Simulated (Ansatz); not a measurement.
Relaxed (100) slab cut from Li (space group P6_3/mmc (No. 194)); the slab's formula is Li, its outer planes Li (top) and Li (bottom):

```xyz
10
Lattice="3.0519 0.0000 0.0000 0.0000 4.9991 0.0000 0.0000 0.0000 26.4529" Properties=species:S:1:pos:R:3 pbc="T T T"
Li    0.0000    3.7494    7.4114
Li    1.5259    1.2498    8.4512
Li    1.5259    3.7494   10.0081
Li    0.0000    1.2498   11.1021
Li    0.0000    3.7494   12.6964
Li    1.5259    1.2498   13.7565
Li    1.5259    3.7494   15.3508
Li    0.0000    1.2498   16.4448
Li    0.0000    3.7494   18.0018
Li    1.5259    1.2498   19.0415
```

These are results of DFT PBEsol, scalar-relativistic, plane waves, PAW (Ansatz 0.2.0), not measurements. Settings: cutoff 420 eV, Γ-centred mesh 11×7×1 on the computed 10-atom cell, Gaussian smearing of 0.10 eV; no spin polarisation. A dipole correction removes the field between periodic images along c.

The potential is the smooth part; its values at the atoms depend on the PAW datasets.

Task: How does the plane-averaged electrostatic potential energy of an electron run along c, counted from the Fermi level?

Result: (z (Å), V (eV)): (2.65, 3.15), (2.94, 3.15), (3.23, 3.15), (3.53, 3.15), (3.82, 3.14), (4.11, 3.14), (4.41, 3.12), (4.70, 3.10), (5.00, 3.05), (5.29, 2.98), (5.58, 2.85), (5.88, 2.64), (6.17, 2.29), (6.47, 1.74), (6.76, 0.84), (7.05, -0.73), (7.35, -1.95), (7.64, -1.97), (7.94, -1.61), (8.23, -1.73), (8.52, -1.57), (8.82, -0.44), (9.11, 0.66), (9.41, 0.50), (9.70, -0.68), (9.99, -1.59), (10.29, -1.41), (10.58, -1.10), (10.88, -1.48), (11.17, -1.45), (11.46, -0.38), (11.76, 0.74), (12.05, 0.71), (12.34, -0.45), (12.64, -1.51), (12.93, -1.53), (13.23, -1.25), (13.52, -1.53), (13.81, -1.51), (14.11, -0.45), (14.40, 0.71), (14.70, 0.74), (14.99, -0.38), (15.28, -1.45), (15.58, -1.48), (15.87, -1.10), (16.17, -1.41), (16.46, -1.59), (16.75, -0.68), (17.05, 0.50), (17.34, 0.66), (17.64, -0.44), (17.93, -1.57), (18.22, -1.73), (18.52, -1.61), (18.81, -1.97), (19.10, -1.95), (19.40, -0.73), (19.69, 0.84), (19.99, 1.74), (20.28, 2.29), (20.57, 2.64), (20.87, 2.85), (21.16, 2.98), (21.46, 3.05), (21.75, 3.10), (22.04, 3.12), (22.34, 3.14), (22.63, 3.14), (22.93, 3.15), (23.22, 3.15), (23.51, 3.15), (23.81, 3.15)

The vacuum level lies 3.15 eV above the Fermi level.

The reference crystal is a form of Li, which isn't its usual structure.